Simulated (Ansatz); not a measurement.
MgO:
```
CELL_PARAMETERS angstrom
      2.62341     0.00000     0.00000
      0.00000     2.62341     0.00000
      0.00000     0.00000     2.62341
ATOMIC_POSITIONS crystal
  Mg 0.00000 0.00000 0.00000
  O  0.50000 0.50000 0.50000
```

Relaxed with r²SCAN. Independent-particle spectrum: no excitons, no local fields, no scissors shift; 0.1 eV broadening; ε₁ of the summed bands alone.

### Question
Tabulate the dielectric function from the program Ansatz at the r²SCAN level (PAW).

### Answer


| E (eV) | ε₁ xx | ε₂ xx |
|---|---|---|
| 0.0 | 3.27 | 0.00 |
| 0.3 | 3.27 | 0.00 |
| 0.6 | 3.27 | 0.00 |
| 0.9 | 3.28 | 0.00 |
| 1.2 | 3.30 | 0.00 |
| 1.5 | 3.32 | 0.00 |
| 1.8 | 3.35 | 0.00 |
| 2.1 | 3.38 | 0.00 |
| 2.4 | 3.42 | 0.00 |
| 2.7 | 3.46 | 0.00 |
| 3.0 | 3.52 | 0.00 |
| 3.3 | 3.59 | 0.00 |
| 3.6 | 3.68 | 0.00 |
| 3.9 | 3.80 | 0.00 |
| 4.2 | 3.96 | 0.00 |
| 4.5 | 4.31 | 0.05 |
| 4.8 | 4.44 | 0.51 |
| 5.1 | 4.39 | 0.75 |
| 5.4 | 4.35 | 0.94 |
| 5.7 | 4.32 | 1.10 |
| 6.0 | 4.28 | 1.25 |
| 6.3 | 4.24 | 1.39 |
| 6.6 | 4.19 | 1.53 |
| 6.9 | 4.14 | 1.67 |
| 7.2 | 4.09 | 1.80 |
| 7.5 | 4.03 | 1.94 |
| 7.8 | 3.98 | 2.07 |
| 8.1 | 3.93 | 2.24 |
| 8.4 | 3.88 | 2.50 |
| 8.7 | 3.28 | 2.94 |
| 9.0 | 2.79 | 2.46 |
| 9.3 | 2.74 | 2.00 |
| 9.6 | 2.92 | 1.58 |
| 9.9 | 3.38 | 1.20 |
| 10.2 | 4.13 | 1.09 |
| 10.5 | 5.11 | 1.21 |
| 10.8 | 7.01 | 2.33 |
| 11.1 | 6.63 | 5.03 |
| 11.4 | 6.17 | 7.25 |
| 11.7 | 1.18 | 7.66 |
| 12.0 | 0.83 | 5.86 |

### Question
From ε at 4.8 eV (xx: 4.44 + 0.51i), find n, k, the normal reflectivity and the absorption coefficient.

### Answer
n = 2.11, k = 0.121, R = 13 %, α = 2kE/ħc = 59000 cm⁻¹.

With all bands, ε∞ without local fields is 3.39.

Space group Pm-3m (CsCl type). This is a known high-pressure phase of the composition, computed here at zero pressure and temperature. The r²SCAN relaxation kept the symmetry of its start. At this level the phase is mechanically unstable.

Potentials: the later of the program's two PAW sets.
